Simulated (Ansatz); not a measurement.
Relaxed-ion elastic tensor of SiB$_{6}$ in space group R-3m (No. 166; B on 18h, B on 18h, Si on 6c) in GPa (Voigt order), DFT-r²SCAN in the program Ansatz with PAW potentials; density 2.39 g/cm³, 9.24 Å³ per atom.

```
 294   164   103  -8.9   0.0   0.0
 164   294   103   8.9   0.0   0.0
 103   103   324   0.0   0.0   0.0
-8.9   8.9   0.0  81.1   0.0   0.0
 0.0   0.0   0.0   0.0  81.1  -8.9
 0.0   0.0   0.0   0.0  -8.9  65.0
```

Problem. Is the crystal mechanically stable?

Solution. Yes: the smallest eigenvalue of C is 61.1 GPa.

Problem. Work out the Voigt, Reuss and Hill averages.

Solution. K_V = 184, K_R = 184, K_H = 184; G_V = 81.5, G_R = 77.0, G_H = 79.3 GPa.

Problem. Give Young's modulus, Poisson's ratio, Pugh's ratio and the universal anisotropy index.

Solution. E = 9KG/(3K + G) = 208 GPa; ν = 0.31; K/G = 2.32 (ductile by the Pugh limit of 1.75); A_U = 5G_V/G_R + K_V/K_R − 6 = 0.30.

Problem. Estimate the sound speeds and the Debye temperature.

Solution. v_l = √((K + 4G/3)/ρ) = 11000 m/s, v_t = √(G/ρ) = 5760 m/s, mean 6450 m/s; Θ = (h/k)(3n/4πV)^(1/3) v_m = 915 K.

Problem. How much does each axis shrink under pressure?

Solution. Linear compressibilities β_i = Σ_j S_ij (j = 1 to 3): x 1.7, y 1.7, z 2.0 per TPa.

The start of the workflow was typed in or built on a structure type; neither database checked (COD, Materials Project) lists it. COD files the formula under space group No. 221. Its standing as an ambient phase is unchecked. Symmetry was held in the r²SCAN relaxation; whether a distortion lowers the energy is not shown. As this level gives no gap, shear constants depend on the k-mesh and smearing (Fermi–Dirac, 0.1 eV here). On the denser mesh and wider smearing of the elastic run this cell carries a stress of 1.1 GPa.

Potentials: the earlier of the program's two PAW sets. The files were generated under PBE; for other functionals the program regenerates the frozen cores, and for LDA and PBEsol the local potential too.
